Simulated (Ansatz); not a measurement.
Relaxation of a generated cell, Sn placed in the AFLOW prototype A_hR1_166_a (A_i); 1 atom in the cell, which starts as R-3m, hexagonal axes (No. 166), hR1; a = 4.612 Å, b = 4.612 Å, c = 4.465 Å, α = 90.00°, β = 90.00°, γ = 120.00°. The numbers are results of PBEsol (plane waves to 420 eV, PAW, scalar-relativistic; Ansatz, a program for electronic structure), not measurements. Γ-centred k-mesh 11×11×11 on the run's cell (coarser than for final values), Fermi–Dirac smearing 0.05 eV. This is the first round of the run. 

The optimiser's lines from the output (shortened; P is positive under compression):

```
relax step   1: F+E_penalty+E_count = -5949.76555975 eV  Δ(F+E_penalty+E_count) = +0.000e0 eV  max|allowed force component| = 0.000e0 eV/Å  Δτ_max = 0.0000 Å  P = +0.477 GPa  Ω = 27.416 Å³  (6 SCF iters, dr2 threshold 1.00e-7 eV, accepted)
relax step   2: F+E_penalty+E_count = -5949.77366185 eV  Δ(F+E_penalty+E_count) = -8.102e-3 eV  max|allowed force component| = 0.000e0 eV/Å  Δτ_max = 0.0000 Å  P = -0.306 GPa  Ω = 27.877 Å³  (3 SCF iters, dr2 threshold 1.00e-7 eV, accepted)
relax step   3: F+E_penalty+E_count = -5949.78644810 eV  Δ(F+E_penalty+E_count) = -1.279e-2 eV  max|allowed force component| = 0.000e0 eV/Å  Δτ_max = 0.0000 Å  P = -0.010 GPa  Ω = 27.785 Å³  (4 SCF iters, dr2 threshold 1.00e-7 eV, accepted)
relax step   4: F+E_penalty+E_count = -5949.79799989 eV  Δ(F+E_penalty+E_count) = -1.155e-2 eV  max|allowed force component| = 0.000e0 eV/Å  Δτ_max = 0.0000 Å  P = +0.064 GPa  Ω = 27.831 Å³  (4 SCF iters, dr2 threshold 1.00e-7 eV, accepted)
relax step   5: F+E_penalty+E_count = -5949.79950543 eV  Δ(F+E_penalty+E_count) = -1.506e-3 eV  max|allowed force component| = 0.000e0 eV/Å  Δτ_max = 0.0000 Å  P = +0.046 GPa  Ω = 27.875 Å³  (3 SCF iters, dr2 threshold 1.00e-7 eV, accepted)
relax step   6: F+E_penalty+E_count = -5949.79998258 eV  Δ(F+E_penalty+E_count) = -4.771e-4 eV  max|allowed force component| = 0.000e0 eV/Å  Δτ_max = 0.0000 Å  P = -0.005 GPa  Ω = 27.918 Å³  (3 SCF iters, dr2 threshold 1.00e-7 eV, accepted)
relax step   7: F+E_penalty+E_count = -5949.80023421 eV  Δ(F+E_penalty+E_count) = -2.516e-4 eV  max|allowed force component| = 0.000e0 eV/Å  Δτ_max = 0.0000 Å  P = +0.016 GPa  Ω = 27.920 Å³  (4 SCF iters, dr2 threshold 2.35e-8 eV, accepted)
relax step   8: F+E_penalty+E_count = -5949.80026951 eV  Δ(F+E_penalty+E_count) = -3.530e-5 eV  max|allowed force component| = 0.000e0 eV/Å  Δτ_max = 0.0000 Å  P = -0.006 GPa  Ω = 27.937 Å³  (5 SCF iters, dr2 threshold 1.11e-8 eV, accepted)
relax step   9: F+E_penalty+E_count = -5949.80029927 eV  Δ(F+E_penalty+E_count) = -2.976e-5 eV  max|allowed force component| = 0.000e0 eV/Å  Δτ_max = 0.0000 Å  P = +0.001 GPa  Ω = 27.933 Å³  (4 SCF iters, dr2 threshold 8.25e-9 eV, accepted)
relax step  10: F+E_penalty+E_count = -5949.80089185 eV  Δ(F+E_penalty+E_count) = -5.926e-4 eV  max|allowed force component| = 0.000e0 eV/Å  Δτ_max = 0.0000 Å  P = +0.046 GPa  Ω = 27.933 Å³  stress off target by 1.41e-1 GPa  SCF on the basis re-selected at this cell (its energy is not comparable with the rows above)  (5 SCF iters)
relax step  11: F+E_penalty+E_count = -5949.80103444 eV  Δ(F+E_penalty+E_count) = -1.426e-4 eV  max|allowed force component| = 0.000e0 eV/Å  Δτ_max = 0.0000 Å  P = +0.015 GPa  Ω = 27.956 Å³  (3 SCF iters, dr2 threshold 4.99e-8 eV, accepted)
relax step  12: F+E_penalty+E_count = -5949.80104803 eV  Δ(F+E_penalty+E_count) = -1.358e-5 eV  max|allowed force component| = 0.000e0 eV/Å  Δτ_max = 0.0000 Å  P = -0.003 GPa  Ω = 27.966 Å³  (4 SCF iters, dr2 threshold 4.98e-9 eV, accepted)
relax step  13: F+E_penalty+E_count = -5949.80105022 eV  Δ(F+E_penalty+E_count) = -2.193e-6 eV  max|allowed force component| = 0.000e0 eV/Å  Δτ_max = 0.0000 Å  P = -0.003 GPa  Ω = 27.966 Å³  stress off target by 2.81e-3 GPa  SCF on the basis re-selected at this cell (its energy is not comparable with the rows above)  (4 SCF iters)
```

From the first to the last row the energy changes by -0.04 eV/atom and the volume by +2.0 %. The last row is marked as not comparable with the walk above it, whose basis was carried along; it does compare with step 1, since both stand on a basis selected at the nominal cutoff for their own cell.

Later rounds, restarted from the end of this one on a renewed k-mesh, logged 4 more steps and released under 0.01 eV/atom more. The final structure after all rounds: Pm-3m (No. 221), cP1, simple cubic type; a = b = c = 3.0317 Å, α = β = γ = 90.00°. Between re-selections the logged energies stand on a plane-wave basis carried along with the cell. No spin polarisation in the result.

The run could not lose the symmetry of its start: the end is stationary, and may be a saddle point rather than a minimum.

The relaxed structure here is a generated cell of Sn: the first start was made by placing the elements on the sites of a structure type, and the end was not matched to a known phase here, so it may be hypothetical. Known forms of Sn include space group No. 141, 227.
